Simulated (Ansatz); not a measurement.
# Lattice energy of solid CH2I2

All numbers below come from Ansatz 0.2.0, DFT PBE+D3(BJ), scalar-relativistic, plane waves, PAW.

Settings: cutoff 420 eV, Γ-centred mesh 6×6×6 on the computed 5-atom cell, Gaussian smearing of 0.02 eV; no spin polarisation.

The relaxed primitive cell holds 1 CH2I2 (symmetry kept; residual pressure 0.00 GPa). Each molecule is also computed alone in a box with 9 Å or more between images, first as cut from the crystal, then relaxed.

```xyz
5
Lattice="0.0000 6.4000 2.3357 3.5994 0.0000 2.3357 3.5994 6.4000 0.0000" Properties=species:S:1:pos:R:3 pbc="T T T"
H     4.5066    6.4000    4.0305
H     2.6923    6.4000    4.0305
C     3.5994    6.4000    4.6384
I     3.5994    8.1898    1.1618
I     3.5994    4.6102    1.1618
```

The lattice energy is -0.752 eV (-72.5 kJ/mol) a molecule against the relaxed free molecules, without zero-point or thermal terms. Free molecules keep the site symmetry that they have in the crystal, and one conformer stands for all of a formula. The molecules are strained by 0.008 eV each in the crystal, which takes 107.6 Å³ a molecule. The gap on the mesh is 2.69 eV in the crystal and 3.41 eV between the free molecule's highest filled and lowest empty level.

Spin-orbit coupling is left out.

Cost: 3 runs of about 1.6 core-minutes in all, on Arm Neoverse V2 (shared hosts).